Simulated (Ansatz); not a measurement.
## The polar optical mode of GaN at 16 GPa, worked through

All numbers below come from Ansatz 0.2.0, DFT LDA, scalar-relativistic, plane waves, PAW. Settings: 420 eV plane-wave cutoff, Γ-centred 10×10×10 mesh, fixed occupations. No spin polarisation. Phonons by linear response, acoustic sum rule imposed.

The cell, relaxed at 16 GPa:
```
Ga N
1.0
     0.00000    2.17766    2.17766
     2.17766    0.00000    2.17766
     2.17766    2.17766    0.00000
Ga N
1 1
Direct
  0.00000 0.00000 0.00000
  0.75000 0.75000 0.75000
```

Other phases may be more stable at this pressure.

Linear response gives ν_TO = 611.6 cm⁻¹, Born charges ±2.600 e (positive on Ga) and ε∞ = 5.455. The primitive cell holds 20.654 Å³, and the masses are 69.723 and 14.007 amu.

**Question.** Find ν_LO and the static dielectric constant.

**Answer.** The long-wave field adds a restoring force: ω_LO² − ω_TO² = Z*²e²/(ε_vac ε∞ μV). In these units ν_LO² − ν_TO² = 4.92064×10⁷ Z*²/(μ V ε∞) cm⁻², with μ = m₁m₂/(m₁ + m₂) = 11.664 amu: 253095 cm⁻². So ν_LO = √(611.6² + 253095) = 792.0 cm⁻¹, and the run gives 792.0. Lyddane–Sachs–Teller then gives ε0 = ε∞ (ν_LO/ν_TO)² = 9.15, against 9.15 in the run (it forms both from the same three quantities, so the match checks the arithmetic only). Between ν_TO and ν_LO the dielectric function is negative and an undamped crystal reflects fully: a reststrahlen band from 12.6 to 16.3 μm.

**Question.** What do the Clausius–Mossotti polarisability and the Szigeti charge come to?

**Answer.** With the Lorentz local field, α = (3V/4π)(ε∞ − 1)/(ε∞ + 2) = 2.95 Å³ for the pair, and e_S = 3Z*/(ε∞ + 2) = 1.05 e. The Born charge includes the electrons' response to the dipole's own local field, and e_S takes that enhancement out. The Lorentz field assumes point-like polarisable ions, a poor picture once ε∞ is this large, since the electron clouds then overlap or are shared, so both numbers are formal here.

**Question.** How strongly does a slow electron couple to the LO mode?

**Answer.** For one isotropic parabolic band, Fröhlich's constant is α_F = (1/ε∞ − 1/ε0) √(m* Ry/ħω_LO), with Ry = 13.606 eV, ħω_LO = 98.2 meV and m* in free-electron masses: α_F = 0.0740 × 11.77 × √m* = 0.87 √m*. The band mass isn't part of this run; for m* = 0.1, 0.3 and 1 it gives 0.28, 0.48, 0.87. In weak coupling the polaron lies α_F ħω_LO below the band edge (47 meV at m* = 0.3) with a mass m*(1 + α_F/6); past α_F of about 5 or 6 that expansion fails. A semilocal functional's ε∞ tends to be too large, which taken alone lowers α_F.

This zinc-blende form isn't the usual stable structure of the compound at low pressure.

Cost: 1 run of about 0.4 core-minutes, on Intel Xeon 6975P-C (Granite Rapids) (shared hosts).